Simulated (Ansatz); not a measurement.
**ZnIn2Cl4: rattling a relaxed structure**

The structure comes from a generated guess, relaxed at this level; another structure or a mixture of phases may lie lower.

Computed with DFT PBE, scalar-relativistic, plane waves, PAW (Ansatz). Settings: cutoff 420 eV, Γ-centred mesh 8×8×8 on the computed 7-atom cell, Gaussian smearing of 0.02 eV; no spin polarisation.

The cell below (7 atoms, space group I4/mmm (No. 139)) is relaxed within its symmetry.

```cif
data_structure
_symmetry_space_group_name_H-M 'P 1'
_symmetry_Int_Tables_number 1
_cell_length_a 8.5562
_cell_length_b 8.5562
_cell_length_c 8.5562
_cell_angle_alpha 145.541
_cell_angle_beta 145.541
_cell_angle_gamma 49.530
_cell_volume 199.61
loop_
_atom_site_label
_atom_site_type_symbol
_atom_site_fract_x
_atom_site_fract_y
_atom_site_fract_z
_atom_site_occupancy
Zn1 Zn 0.00000 0.00000 0.00000 1
In1 In 0.36189 0.36189 0.00000 1
In2 In 0.63811 0.63811 0.00000 1
Cl1 Cl 0.84644 0.84644 0.00000 1
Cl2 Cl 0.00000 0.50000 0.50000 1
Cl3 Cl 0.50000 0.00000 0.50000 1
Cl4 Cl 0.15357 0.15357 0.00000 1
```

For the test it was strained at random (σ = 1.5 % a component), the atoms were moved at random (σ = 0.15 Å), and all was relaxed again on a coarse 4×4×4 mesh (in the run’s order of axes) with 0.10 eV smearing, with no symmetry imposed.

Task: Does it come back?

Result: It doesn't return. The energy falls by 58 meV/atom on that mesh, the volume changes by 16.5 %, and the end has space group P1 (No. 1) at a loose tolerance. Relaxed again on a 6×6×4 mesh with 0.02 eV smearing, the new structure lies 58 meV/atom below the first (mesh in the axes of the run's cell; the cell below is made exact in the group named). Space group P1 (No. 1), triclinic, a = 6.290 Å, b = 6.323 Å, c = 7.299 Å, α = 102.5°, β = 105.4°, γ = 116.0°. Zn is surrounded by 4 Cl at 2.27–2.33 Å; In on its first site is surrounded by 3 Cl at 2.94–3.03 Å and 1 Cl at 3.45 Å; In on its second site is surrounded by 3 Cl at 2.96–3.10 Å and 2 Cl at 3.34–3.48 Å; Cl on its first site is surrounded by 1 Zn at 2.28 Å and 1 In at 3.03 Å; 3 more sites not described.

Space group P1 (No. 1). a = 6.290 Å, b = 6.323 Å, c = 7.299 Å, α = 102.49°, β = 105.35°, γ = 116.02°
| atom | site | symmetry | x | y | z |
| --- | --- | --- | --- | --- | --- |
| Zn | 1a | 1 | 0.9928 | 0.0440 | 0.0011 |
| In | 1a | 1 | 0.1055 | 0.4457 | 0.6452 |
| In | 1a | 1 | 0.4574 | 0.7772 | 0.3553 |
| Cl | 1a | 1 | 0.0326 | 0.8950 | 0.7065 |
| Cl | 1a | 1 | 0.9590 | 0.3939 | 0.9902 |
| Cl | 1a | 1 | 0.6120 | 0.7515 | 0.0049 |
| Cl | 1a | 1 | 0.3408 | 0.1927 | 0.2968 |
